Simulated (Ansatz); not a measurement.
## MgCd5O6 (Pmmm)

Method: Ansatz, DFT PBE, scalar-relativistic, plane waves, PAW.

Plane waves to 420 eV, a k mesh through Γ of 12×8×4 on the computed 12-atom cell and Gaussian smearing (0.10 eV); no spin polarisation.

The structure is relaxed at this level of theory with its symmetry kept, and needn't be the ground state of this composition.

Space group Pmmm (No. 47), orthorhombic, a = 3.300 Å, b = 4.705 Å, c = 10.026 Å. Mg is surrounded by 4 O at 2.21 Å and 2 O at 2.35 Å; Cd on a site of symmetry mmm has 6 O at 2.35–2.36 Å; around Cd on a site of symmetry mm2 lie 6 O at 2.35–2.45 Å; Cd on a second site of symmetry mm2 is surrounded by 6 O at 2.31–2.37 Å; O on a site of symmetry mmm is surrounded by 6 Cd at 2.35–2.40 Å; O on a site of symmetry mm2 is surrounded by 6 Cd at 2.35–2.37 Å; 2 more sites not described.

- Volume per atom: 12.97 Å³
- Formation energy from the elements' standard states (uncorrected): -1.249 eV/atom
- Kohn–Sham band gap: none (metal)
- Density of states at the Fermi level: 0.0 states/eV per cell
- Orbital (Löwdin) character within 0.5 eV of the Fermi level: O 2p 84 %, Cd 4d 12 %

The cell was found from a structure generator's guess, not taken from experiment. Löwdin shares on free-atom orbitals overweight diffuse shells.
